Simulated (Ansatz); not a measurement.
# Rh: one atom moved along a line

Theory: Ansatz 0.2.0, DFT PBEsol, scalar-relativistic, plane waves, PAW. Settings: plane waves to 420 eV, k-mesh 12×12×12 (Γ-centred), Gaussian smearing 0.15 eV. No spin polarisation. Energies are free energies at this smearing, counted from the undisturbed cell; pressure is positive in compression.

Zero of the scan (as given, not relaxed at this level; it stands at -5.1 GPa):

```
CELL_PARAMETERS angstrom
0.00000 3.80310 -3.80310
3.80310 3.80310 0.00000
3.80310 0.00000 -3.80310
ATOMIC_POSITIONS crystal
Rh 0.50000 0.00000 0.50000
Rh 0.50000 0.50000 0.50000
Rh 0.00000 0.00000 0.50000
Rh 0.00000 0.50000 0.50000
Rh 0.50000 0.00000 0.00000
Rh 0.50000 0.50000 0.00000
Rh 0.00000 0.00000 0.00000
Rh 0.00000 0.50000 0.00000
```

Atom 1 (Rh) is moved by x along the Cartesian unit vector (-0.707, -0.707, 0.000); the cell and all other atoms stay fixed. The cell is metallic on the mesh throughout.

(x (Å), ΔE (meV/cell)): (-0.6000, 2780.7), (-0.2000, 239.0), (0.0000, 0.0), (0.1000, 58.1), (0.3000, 561.9), (0.4000, 1058.7), (0.5000, 1777.5)

By symmetry 0.6000 repeats -0.6000, -0.4000 repeats 0.4000, 0.2000 repeats -0.2000 in energy, with the opposite slope along the path.